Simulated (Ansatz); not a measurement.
**Ge (diamond), frozen-phonon scan**

Relaxed Ge (diamond):

```
CELL_PARAMETERS angstrom
      0.00000     5.76168     5.76168
      2.88084     0.00000     2.88084
      2.88084     2.88084     0.00000
ATOMIC_POSITIONS crystal
  Ge 0.25000 0.50000 0.50000
  Ge 0.75000 0.50000 0.50000
  Ge 0.37500 0.75000 0.75000
  Ge 0.87500 0.75000 0.75000
```

The atoms are displaced by Q × the pattern below (from a DFPT mode at L = (0.5, 0.0, 0.0), largest move 1; Q in Å), at fixed cell. It is one choice among 2 degenerate patterns. (q is in reciprocal vectors of the primitive cell; the cell shown is doubled to hold the pattern.)

| atom | x | y | z |
|---|---|---|---|
| Ge1 | 0.285 | -0.520 | 0.805 |
| Ge2 | -0.285 | 0.520 | -0.805 |
| Ge3 | 0.285 | -0.520 | 0.805 |
| Ge4 | -0.285 | 0.520 | -0.805 |

The numbers are results of PBE (plane waves to 420 eV, PAW, scalar-relativistic; Ansatz, an electronic-structure program), not measurements. k mesh 7×14×14 (Γ-centred), Fermi-Dirac smearing 0.05 eV. E stands for the smeared free energy. With partly filled bands, energies and forces of such displacements shift with the k mesh and the smearing. Ge was relaxed with its symmetry unable to fall. ΔE is measured from the undisplaced structure.

```
Q (Å)   ΔE (meV/cell)  −dE/dQ from forces (eV/Å)
------  -------------  -------------------------
-0.180             63                      0.719
-0.150             43                      0.590
-0.120             28                      0.465
-0.090             15                      0.344
-0.060              7                      0.228
-0.030              2                      0.113
0.000               0                      0.000
0.030               2                     -0.113
0.060               7                     -0.228
0.090              15                     -0.344
0.120              28                     -0.465
0.150              43                     -0.590
0.180              63                     -0.719
```

Derived quantities:

```
Property                                                                                                              Value
-----------------------------------------------------------  --------------------------------------------------------------
Energy at Q = 0.180 Å                                                                                           63 meV/cell
Space group of the distorted cell                                                           P-1 (No. 2), lowered from Fd-3m
Symmetry of the curve                                                                         even: the same for both signs
Shape of the curve                                           a single well with its minimum at or next to zero displacement
Harmonic wavenumber from the curvature (finite differences)                                                         59 cm⁻¹
Wavenumber by perturbation theory (DFPT, on another k mesh)                                                         59 cm⁻¹
```

(A displaced cell: forces are minus the slopes of the energy, force constants its curvatures, and phonons follow from these.)
